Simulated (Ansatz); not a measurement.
Te4Mo3 in space group R-3 (No. 148; Te on 6c, Te on 18f, Mo on 18f) at seven volumes, DFT-r²SCAN in the program Ansatz with PAW potentials, shape and atoms relaxed at each. One row is withheld.

```csv
V (Å³/atom),P (GPa)
24.066,4.51
24.859,2.68
25.653,?
26.446,0.00
27.240,-0.98
28.033,-1.77
28.826,-2.37
```

### Question
Fit the shown pressures and predict the withheld one.

### Answer
Third-order Birch–Murnaghan: P = (3/2)B₀(x^(7/2) − x^(5/2))[1 + (3/4)(B′ − 4)(x − 1)] with x = (V₀/V)^(2/3). Least squares on the six rows gives V₀ = 26.440 Å³/atom, B₀ = 35.97 GPa, B′ = 6.15. At V = 25.653, x = 1.0203 and P = 1.19 GPa. The run itself gave 1.19 GPa.

The workflow started from a Materials Project entry (that database holds measured and hypothetical structures alike); the Crystallography Open Database files this formula in space group No. 148, but the cells were not matched. Its standing as an ambient phase is unchecked. The cell was relaxed with r²SCAN under the symmetry of its start; whether a distortion lowers the energy is not shown. No spin polarisation was allowed. Spin–orbit coupling is left out wherever it is not named.

Potentials: the later of the program's two PAW sets.
